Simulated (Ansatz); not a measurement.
Rh2O3 (corundum)

```xyz
10
Lattice="2.5545 1.4748 4.6073 -2.5545 1.4748 4.6073 0.0000 -2.9496 4.6073" Properties=species:S:1:pos:R:3 pbc="T T T"
Rh     0.0000     0.0000    11.7394
Rh     0.0000     0.0000     2.0823
Rh     0.0000     0.0000     8.9932
Rh     0.0000     0.0000     4.8285
O     -1.0233    -1.4748     5.7591
O      1.0233     1.4748     8.0627
O      1.7889    -0.1488     5.7591
O     -1.7889     0.1488     8.0627
O     -0.7656     1.6236     5.7591
O      0.7656    -1.6236     8.0627
```

The slice is a (0001) plane (indices of the conventional cell) through the point (0.050, 0.450, 0.750) (fractional), spanned by u = [1 0 -1] and v = [-1 2 -1] in vectors of this cell: u (5.11 Å) and v (8.85 Å, at 90° to u). It covers one period; positions are fractions (u, v).

Calculation: PBEsol (plane waves to 420 eV, PAW, scalar-relativistic; Ansatz, an electronic-structure program). k mesh 8×8×8. Inside the PAW spheres the values are not all-electron values, and peaks at nuclei hang on which shells count as valence. Rh2O3 is run without spin polarisation and with no Hubbard U. Rh2O3 was relaxed with its symmetry unable to fall.

Task: Sketch the density of the highest valence band (whole band, smooth part) on this plane as a map.

Result: 
```
v \ u   0.00   0.14   0.29   0.43   0.57   0.71   0.86
-----  -----  -----  -----  -----  -----  -----  -----
0.88   0.003  0.000  0.002  0.007  0.007  0.005  0.027
0.75   0.003  0.001  0.000  0.017  0.013  0.003  0.020
0.62   0.023  0.019  0.002  0.001  0.000  0.000  0.002
0.50   0.007  0.000  0.001  0.020  0.021  0.009  0.097
0.38   0.012  0.002  0.019  0.013  0.001  0.001  0.003
0.25   0.023  0.003  0.014  0.009  0.002  0.000  0.003
0.12   0.001  0.000  0.001  0.012  0.016  0.003  0.003
0.00   0.002  0.008  0.055  0.043  0.001  0.000  0.006
```

Values: density of the highest valence band (whole band, smooth part) in e/Å³.
